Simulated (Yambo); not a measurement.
Yambo run on AgNO3 (space group R3c, No. 161). The wavefunctions are PBEsol (pw.x of Quantum ESPRESSO, ONCV potentials, without SOC) ones on a 2×2×2 mesh (42 occupied bands); a = 6.202 Å, b = 6.202 Å, c = 6.202 Å, α = 49.09°, β = 49.09°, γ = 49.09°.

Yambo input:

```
rim_cut
gw0
dyson
el_el_corr
HF_and_locXC
ppa
em1d
RandQpts= 1000000
RandGvec= 1 Ry
EXXRLvcs= 84 Ry
VXCRLvcs= 336 Ry
Chimod= "HARTREE"
% BndsRnXp
 9 | 199 |
%
NGsBlkXp= 2 Ry
% LongDrXp
 1.0 | 1.0 | 1.0 |
%
PPAPntXp= 27.2114 eV
% GbndRnge
 1 | 199 |
%
GTermKind= "BG"
DysSolver= "n"
ExtendOut
% QPkrange
 1 | 1 | 42 | 43 |
 3 | 3 | 42 | 42 |
%
```

k points by index: 1 = Γ, 3 = F.

Resulting energies as the program prints them:

```
#    K-point    Band    Eo [eV]    E [eV]    E-Eo [eV]    Vxc [eV]    Vnlxc [eV]    Sc|Eo [eV]    Sc|E [eV]    dSc/dw|Eo [eV]    Re(Z)    Im(Z)
#
    1    42    -0.117223    -1.546977    -1.429754    -24.12990    -30.15346    4.283149    4.593806    -5.911931    0.821516    -0.001155
    1    43    1.783963    3.250778    1.466815    -17.55434    -13.30421    -2.479602    -2.783312    -5.633939    0.828469    -0.001075
    3    42    0.000000    -1.360811    -1.360811    -22.63658    -28.60566    4.307455    4.608269    -6.014631    0.818977    -0.001167
```
(The two width columns are left out.) Convergence of these settings isn't established.

Geometry of the Materials Project entry, not relaxed at this level.

The structure is a Materials Project entry; no match was found in the copy of COD used, and its stability was not checked.
